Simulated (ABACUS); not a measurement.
Input and output of a self-consistent single point for Ru (P6_3/mmc, 2 atoms in the cell; from Materials Project mp-33, changed as shown) (ABACUS).

All values come from this method and carry its errors: PBEsol, PseudoDojo 0.4 standard norm-conserving PBEsol (tails mended) pseudopotentials (plane waves; ABACUS).

The change in words: lattice vector c scaled by 0.98. Reference geometry (P6_3/mmc):
```xyz
2
Lattice="2.7157 0.0000 0.0000 -1.3578 2.3519 0.0000 0.0000 0.0000 4.2805" Properties=species:S:1:pos:R:3 pbc="T T T"
Ru     0.0000     1.5679     1.0701
Ru     1.3578     0.7839     3.2104
```

Reference input (self-consistent single point, DFT, PBEsol, plane waves, PseudoDojo 0.4 standard norm-conserving PBEsol (tails mended) pseudopotentials): KPT = Gamma 14 14 8 0 0 0; basis_type = pw; ecutwfc = 84 Ry; smearing_method = mp; smearing_sigma = 0.0199916 Ry; potentials = PseudoDojo 0.4 standard norm-conserving PBEsol (tails mended); symmetry = 1; ks_solver = dav_subspace; scf_nmax = 100; scf_thr = 1.0e-09 Ry; mixing_type = broyden; mixing_beta = 0.4. This run's input differs from it in these lines:

```diff
@@ -27,3 +27,3 @@
   -2.5659476108    4.4443542759    0.0000000000
-   0.0000000000    0.0000000000    8.0889292128
+   0.0000000000    0.0000000000    7.9271497592
```

Output (repeated stretches shortened):

```
 SELF-CONSISTENT
 -------------------------------------------
                                 init_chg = atomic

 PW ALGORITHM --------------- ION=   1  ELEC=   1--------------------------------
 Notice: Threshold on eigenvalues was too large.

 Density error is 0.287365819319
                          Error Threshold = 0.000900643413082
 E_KohnSham     -404.0659683433      -5497.5995373565
 E_Fermi        1.8504046295         25.1760465673

 PW ALGORITHM --------------- ION=   1  ELEC=   2--------------------------------

 Density error is 0.0167950575463
                          Error Threshold = 0.000898018185373
   [... lines left out ...]

 Density error is 1.42144634561e-09
                          Error Threshold = 1.14233544756e-11
 E_KohnSham     -404.0957886532      -5498.0052634876
 E_Fermi        1.7610584045         23.9604288123

 PW ALGORITHM --------------- ION=   1  ELEC=   9--------------------------------

 Density error is 9.89424568505e-11
                          Error Threshold = 4.44201983002e-12
 E_KohnSham     -404.0957886534      -5498.0052634905
 E_KS(sigma->0) -404.0956812144      -5498.0038017068
 E_entropy(-TS) -0.0003223173        -0.0043853513
 E_Fermi        1.7610608380         23.9604619219
 charge density convergence is achieved
 final etot is -5498.0052635 eV
 EFERMI = 23.960461922 eV

 STATE ENERGY(eV) AND OCCUPATIONS    NSPIN == 1
   [... 23 lines left out ...]

 TOTAL-FORCE (eV/Angstrom)
                       Ru1         0.0000200572        -0.0000115800         0.0000000000
                       Ru2        -0.0000200572         0.0000115800         0.0000000000

 TOTAL-STRESS (KBAR)
       -43.0024426437         0.0000516093         0.0000000000
         0.0000516093       -43.0023741024         0.0000000000
         0.0000000000        -0.0000000000        60.2262601683
 TOTAL-PRESSURE: -8.592852 KBAR

 --------------------------------------------
 !FINAL_ETOT_IS -5498.0052634905441664 eV
 --------------------------------------------
```

The run converged in 9 iterations. Against the reference run the free energy falls by 1.8 meV/atom and the pressure goes from -7.90 to -0.86 GPa.

The structure comes from a collection of computed structures, made at another level of theory; the collection holds predicted forms beside known ones. Its lattice was then scaled.

Cost on one core: around 5 core-minutes (rough).

“Tails mended”: in these copies of the files the far tail of each local potential was reset to the Coulomb form.
